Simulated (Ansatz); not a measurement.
Starting structure of a cell relaxation (symmetry kept):

Space group Cmm2 (No. 35). a = 5.644 Å, b = 16.910 Å, c = 4.098 Å, α = 90.00°, β = 90.00°, γ = 90.00°
```json
{"atom": "Ba", "site": "4e", "symmetry": "m..", "x": "0.0000", "y": "0.3330", "z": "0.0050"}
{"atom": "Sr", "site": "2a", "symmetry": "mm2", "x": "0.0000", "y": "0.0000", "z": "0.9952"}
{"atom": "Ti", "site": "4e", "symmetry": "m..", "x": "0.5000", "y": "0.3353", "z": "0.4863"}
{"atom": "Ti", "site": "2b", "symmetry": "mm2", "x": "0.5000", "y": "0.0000", "z": "0.4857"}
{"atom": "O", "site": "4e", "symmetry": "m..", "x": "0.5000", "y": "0.3374", "z": "0.0355"}
{"atom": "O", "site": "2b", "symmetry": "mm2", "x": "0.5000", "y": "0.0000", "z": "0.0356"}
{"atom": "O", "site": "8f", "symmetry": "1", "x": "0.2530", "y": "0.4183", "z": "0.5270"}
{"atom": "O", "site": "4c", "symmetry": "..2", "x": "0.7500", "y": "0.2500", "z": "0.5219"}
```

Level of theory: DFT r2SCAN, scalar-relativistic, plane waves, PAW (Ansatz).

Cutoff 500 eV; k points 6×6×8 on the computed 15-atom cell (Γ-centred); Gaussian smearing, width 0.02 eV; no spin polarisation.

Problem. What does it relax to?

Solution. The volume decreases by 0.43 Å³/atom to 12.61 Å³/atom, and the energy falls by 6.6 meV/atom. Final structure:
```
CELL_PARAMETERS angstrom
2.79647 -8.37824 0.00000
2.79647 8.37824 0.00000
0.00000 0.00000 4.03736
ATOMIC_POSITIONS crystal
Ba 0.66699 0.33301 0.99459
Ba 0.33301 0.66699 0.99459
Sr 0.00000 0.00000 0.00655
Ti 0.16476 0.83524 0.51041
Ti 0.83524 0.16476 0.51041
Ti 0.50000 0.50000 0.51071
O 0.16295 0.83705 0.96645
O 0.83705 0.16295 0.96645
O 0.50000 0.50000 0.96568
O 0.32861 0.16514 0.47348
O 0.00000 0.50000 0.47913
O 0.67139 0.83486 0.47348
O 0.83486 0.67139 0.47348
O 0.50000 0.00000 0.47913
O 0.16514 0.32861 0.47348
```

Cost: 1 run of about 65 core-minutes, on Intel Xeon Processor @ 2.50GHz (Skylake/Cascade Lake) (shared hosts).